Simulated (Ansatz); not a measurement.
YSi$_{2}$Pd$_{2}$, first-principles data

YSi2Pd2:
```xyz
5
Lattice="-2.0676 2.0676 4.9667 2.0676 -2.0676 4.9667 2.0676 2.0676 -4.9667" Properties=species:S:1:pos:R:3 pbc="T T T"
Y      0.0000     0.0000     0.0000
Si     0.0000     0.0000     6.1284
Si     0.0000     0.0000     3.8050
Pd     0.0000     2.0676     2.4834
Pd     2.0676     0.0000     2.4834
```

Space group I4/mmm (No. 139); conventional cell a = 4.1353 Å, b = 4.1353 Å, c = 9.9335 Å, α = 90.00°, β = 90.00°, γ = 90.00°.

Method: r²SCAN in the plane-wave PAW code Ansatz. The cell and atoms are relaxed at this level. Other levels are named where they apply.

**Cell and energy**

```
Item                                                           Value
-----------------------------------------------------  -------------
Volume per atom                                             16.99 Å³
Density                                                   7.00 g/cm³
Formation energy from the elements (no fitted shifts)  -0.99 eV/atom
```

**Electronic structure**

```
Item                                                                        Result
------------------------------------  --------------------------------------------
Electronic character                                             metallic (no gap)
Density of states at the Fermi level  0.42 states/eV per atom (mean over ±0.08 eV)
```

The workflow started from a Materials Project entry (that database holds measured and hypothetical structures alike); the Crystallography Open Database files this formula in space group No. 139, but the cells were not matched. Its standing as an ambient phase is unchecked. Symmetry was held in the r²SCAN relaxation; whether a distortion lowers the energy is not shown. The run is not spin-polarised. The references are the lowest solids computed at this level, not always the standard phases. Spin–orbit coupling is left out wherever it is not named.

Potentials: the earlier of the program's two PAW sets.
